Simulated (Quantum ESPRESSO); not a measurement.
```yaml
crystal:
  lattice:
    - [3.91270, 0.00000, 0.00000]
    - [0.00000, 3.91270, 0.00000]
    - [0.00000, 0.00000, 3.91270]
  atoms:
    - { symbol: Sr, position: [0.00000, 0.00000, 0.00000] }
    - { symbol: Ti, position: [0.50000, 0.50000, 0.50000] }
    - { symbol: O, position: [0.50000, 0.00000, 0.50000] }
    - { symbol: O, position: [0.00000, 0.50000, 0.50000] }
    - { symbol: O, position: [0.50000, 0.50000, 0.00000] }
```
Geometry: a computed entry of the Materials Project; it was not checked against measured cells. It is SrTiO3 in Pm-3m. Stability against distortions was not tested. The run has no spin polarisation.

With PBE (a modified build of Quantum ESPRESSO; gradients by PAW reconstruction on its ground state; JTH PAW datasets, 22.5 Ha):

| quantity | PBE |
|---|---|
| Vzz O (a.u.) | 0.122 |

Cores are frozen. Against all-electron runs on small test molecules, this scheme's |Vzz| missed by −2 to +6 % on O. The structure is static (0 K, no zero-point motion).

What does the LDA, on its own JTH datasets and the same geometry, give?


| quantity | LDA | LDA − PBE |
|---|---|---|
| Vzz O (a.u.) | 0.084 | -0.039 |
